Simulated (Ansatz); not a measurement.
Data:

AlPd:
```cif
data_Al4Pd4
_chemical_formula_sum 'Al4 Pd4'
_space_group_name_H-M_alt 'P 1'
_space_group_IT_number 1
_cell_length_a 4.86590
_cell_length_b 4.86590
_cell_length_c 4.86590
_cell_angle_alpha 90.000
_cell_angle_beta 90.000
_cell_angle_gamma 90.000
loop_
_space_group_symop_operation_xyz
  'x, y, z'
loop_
_atom_site_label
_atom_site_type_symbol
_atom_site_fract_x
_atom_site_fract_y
_atom_site_fract_z
_atom_site_occupancy
Al1 Al 0.84457 0.84457 0.84457 1
Al2 Al 0.65543 0.15543 0.34457 1
Al3 Al 0.34457 0.65543 0.15543 1
Al4 Al 0.15543 0.34457 0.65543 1
Pd1 Pd 0.14788 0.14788 0.14788 1
Pd2 Pd 0.35212 0.85212 0.64788 1
Pd3 Pd 0.64788 0.35212 0.85212 1
Pd4 Pd 0.85212 0.64788 0.35212 1
```

This is the r²SCAN-relaxed structure.

**Question.** All from DFT-r²SCAN in the program Ansatz with PAW potentials, unless another level is named. Estimate the formation energy from the elements (no fitted shifts).

**Answer.** -933 meV/atom.

**Question.** Next, the density of states at the Fermi level?

**Answer.** 0.22 states/eV per atom (mean over ±0.08 eV).

Space group P2_13. The workflow started from a Materials Project entry (that database holds measured and hypothetical structures alike); the Crystallography Open Database copy checked does not list it. With Al and Pd taken as one species the cell has the higher symmetry Pa-3, so it may be an ordered model of a mixed-site phase. Whether it is the stable phase at ambient conditions was not checked. The r²SCAN relaxation kept the symmetry of its start; whether a distortion lowers the energy is not shown. No spin polarisation was allowed. The references are the lowest solids computed at this level, not always the standard phases. Spin–orbit coupling is left out wherever it is not named.

Potentials: the earlier of the program's two PAW sets. The files were generated under PBE; for other functionals the program regenerates the frozen cores, and for LDA and PBEsol the local potential too.
